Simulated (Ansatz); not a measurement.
## Zr3S2: two-dimensional strain map

The calculation used Ansatz 0.2.0, DFT PBEsol, scalar-relativistic, plane waves, PAW. Settings: plane waves to 420 eV, k-mesh 12×12×12 (Γ-centred), Gaussian smearing 0.15 eV. No spin polarisation. Energies are free energies at this smearing, counted from the undisturbed cell; pressure is positive in compression.

Zero of the scan (relaxed at this level; it needn't be the usual structure):

```xyz
5
Lattice="2.8646 1.6539 3.4347 -2.8646 1.6539 3.4347 0.0000 -3.3077 3.4347" Properties=species:S:1:pos:R:3 pbc="T T T"
Zr   -1.9374    0.0000    5.1520
Zr    0.9687   -1.6778    5.1520
Zr    0.9687    1.6778    5.1520
S     0.0000    0.0000    3.4515
S     0.0000    0.0000    6.8526
```

The cell is strained by p along both x and y and by q along z, fractional coordinates fixed. Points are written (p, q).

Energy above the undisturbed cell in meV/atom (a dash: not computed):

```
 p \ q  -0.050  -0.025  0.000  0.025  0.050
-0.050   211.9   142.6   97.1   72.5   66.1
-0.025    96.2    48.7   22.8   15.6   24.7
 0.000    37.1     8.8    0.0    8.0   30.5
 0.025    25.8       –   20.6      –   76.0
 0.050    53.9    57.8   77.2  110.1  154.3
```

Pressure in GPa:

```csv
p \ q,-0.050,-0.025,0.000,0.025,0.050
-0.050,27.8,21.5,16.1,11.3,7.2
-0.025,17.0,11.7,7.1,3.2,-0.1
0.000,8.2,3.7,0.0,-3.2,-6.0
0.025,1.1,–,-5.7,–,-10.6
0.050,-4.5,-7.6,-10.2,-12.3,-14.1
```